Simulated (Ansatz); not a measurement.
BeTe (zinc blende, F-43m) under volume change, DFT-PBE in the program Ansatz with PAW potentials, scaled uniformly.

```json
[
 {"V (Å³/atom)": "20.669", "E − E(relaxed) (meV/atom)": "37.9", "P (GPa)": "6.43"},
 {"V (Å³/atom)": "21.350", "E − E(relaxed) (meV/atom)": "16.0", "P (GPa)": "3.95"},
 {"V (Å³/atom)": "22.032", "E − E(relaxed) (meV/atom)": "3.8", "P (GPa)": "1.83"},
 {"V (Å³/atom)": "22.713", "E − E(relaxed) (meV/atom)": "0.0", "P (GPa)": "0.00"},
 {"V (Å³/atom)": "23.394", "E − E(relaxed) (meV/atom)": "3.4", "P (GPa)": "-1.57"},
 {"V (Å³/atom)": "24.076", "E − E(relaxed) (meV/atom)": "13.1", "P (GPa)": "-2.93"},
 {"V (Å³/atom)": "24.757", "E − E(relaxed) (meV/atom)": "28.1", "P (GPa)": "-4.09"}
]
```

**Question.** What does a third-order Birch–Murnaghan fit give for V₀, B₀ and B′?

**Answer.** V₀ = 22.71 Å³/atom, B₀ = 56.4 GPa, B′ = 4.0.

The PBE relaxation kept the symmetry of its start. Scalar-relativistic: spin–orbit coupling is off unless named, which matters more the heavier the elements.

Potentials: the earlier of the program's two PAW sets.
